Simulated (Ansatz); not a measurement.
NaHO:
```cif
data_H2Na2O2
_chemical_formula_sum 'Na2 H2 O2'
_space_group_name_H-M_alt 'P 1'
_space_group_IT_number 1
_cell_length_a 3.40358
_cell_length_b 3.37285
_cell_length_c 5.66791
_cell_angle_alpha 90.000
_cell_angle_beta 106.551
_cell_angle_gamma 90.000
loop_
_space_group_symop_operation_xyz
  'x, y, z'
loop_
_atom_site_label
_atom_site_type_symbol
_atom_site_fract_x
_atom_site_fract_y
_atom_site_fract_z
_atom_site_occupancy
Na1 Na 0.66573 0.25000 0.81844 1
Na2 Na 0.33427 0.75000 0.18156 1
H1 H 0.96803 0.25000 0.42060 1
H2 H 0.03197 0.75000 0.57940 1
O1 O 0.14190 0.75000 0.75802 1
O2 O 0.85810 0.25000 0.24198 1
```

Relaxed with PBEsol. PBEsol (plane waves, PAW; program Ansatz) gives a gap of 3.00 eV.

Problem. What gap does HSE06 give on the same cell (Ansatz, PAW)?

Solution. 4.84 eV, 1.84 eV more. The hybrid was solved on a coarser mesh and at special points; the gap given is the minimum over both.

```tsv
k	v1 PBEsol	c1 PBEsol	v1 HSE06	c1 HSE06
Γ	0.00	3.00	0.00	4.84
Z	-0.25	6.67	-0.28	8.62
B	-0.07	4.22	___	___
Y2	-0.10	6.26	___	___
C2	-1.05	8.42	___	___
D	-0.25	6.36	-0.28	8.31
A	-0.09	6.18	-0.10	8.22
E	-1.02	8.34	___	___
```

Problem. Top valence (v1) and lowest conduction level (c1) in eV from each method's valence maximum (which need not be a listed point): supply the withheld HSE06 values.

Solution. 
- E, v1 HSE06: -1.07
- E, c1 HSE06: 10.26
- C2, v1 HSE06: -1.09
- C2, c1 HSE06: 10.28
- B, v1 HSE06: -0.09
- B, c1 HSE06: 6.12
- Y2, v1 HSE06: -0.10
- Y2, c1 HSE06: 8.31

Cost on shared cores: the PBEsol run (SCF on a 9×8×5 mesh, then bands and DOS) roughly 50 core-seconds, the HSE06 run (SCF on 5×5×3, then a few points) around 2.0 core-minutes (rough); the tasks are unlike.

Space group P2_1/m. The first step of the workflow began from a Materials Project structure, measured or hypothetical; the Crystallography Open Database files this formula in space group No. 11, but the cells were not matched. Its standing as an ambient phase is unchecked. The PBEsol relaxation kept the symmetry of its start; its stability against distortions is not shown here.

Potentials: the later of the program's two PAW sets.
